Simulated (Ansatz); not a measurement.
The relaxed structure here is a generated cell of Si2W: the first start was made by placing the elements on the sites of a structure type, and the end was not matched to a known phase here, so it may be hypothetical. Known forms of Si2W include space group No. 139.

A relaxed cell of Si$_{2}$W (P4/nmm (No. 129)), relaxed on a k-mesh at least as fine as the one used below. Level of theory: PBE (plane waves to 420 eV, PAW, scalar-relativistic; Ansatz, a quantum-chemistry and plane-wave program). Γ-centred k-mesh 5×5×6 on the run's cell (coarser than for final values), Fermi–Dirac smearing 0.05 eV.

```xyz
12
Lattice="6.2758 0.0000 0.0000 0.0000 6.2758 0.0000 0.0000 0.0000 5.4936" Properties=species:S:1:pos:R:3 pbc="T T T"
W      0.0000     3.1379     1.0391
W      0.0000     3.1379     3.7859
W      3.1379     0.0000     1.7077
W      3.1379     0.0000     4.4545
Si     1.5689     4.7068     0.0000
Si     1.5689     4.7068     2.7468
Si     4.7068     4.7068     0.0000
Si     4.7068     4.7068     2.7468
Si     1.5689     1.5689     0.0000
Si     1.5689     1.5689     2.7468
Si     4.7068     1.5689     0.0000
Si     4.7068     1.5689     2.7468
```

The atoms are displaced along an unstable phonon of this cell by (Å):

```tsv
atom	ux	uy	uz
W1	0.000	0.000	0.000
W2	0.000	0.000	0.000
W3	0.000	0.000	0.000
W4	0.000	0.000	0.000
Si5	0.106	-0.106	0.000
Si6	-0.106	0.106	0.000
Si7	-0.106	-0.106	0.000
Si8	0.106	0.106	0.000
Si9	0.106	0.106	0.000
Si10	-0.106	-0.106	0.000
Si11	-0.106	0.106	0.000
Si12	0.106	-0.106	0.000
```

**Question.** What forces (eV/Å) and pressure result?

**Answer.** 
```csv
atom,Fx,Fy,Fz
W1,0.00,0.00,0.21
W2,0.00,0.00,0.21
W3,0.00,0.00,-0.21
W4,0.00,0.00,-0.21
Si5,0.25,-0.25,0.00
Si6,-0.25,0.25,0.00
Si7,-0.25,-0.25,0.00
Si8,0.25,0.25,0.00
Si9,0.25,0.25,0.00
Si10,-0.25,-0.25,0.00
Si11,-0.25,0.25,0.00
Si12,0.25,-0.25,0.00
```

Pressure -1.2 GPa.

The undisplaced cell is probably no minimum: from this displacement the run went on to I4/mmm (No. 139), 0.10 eV/atom below it.

No spin polarisation in the result.
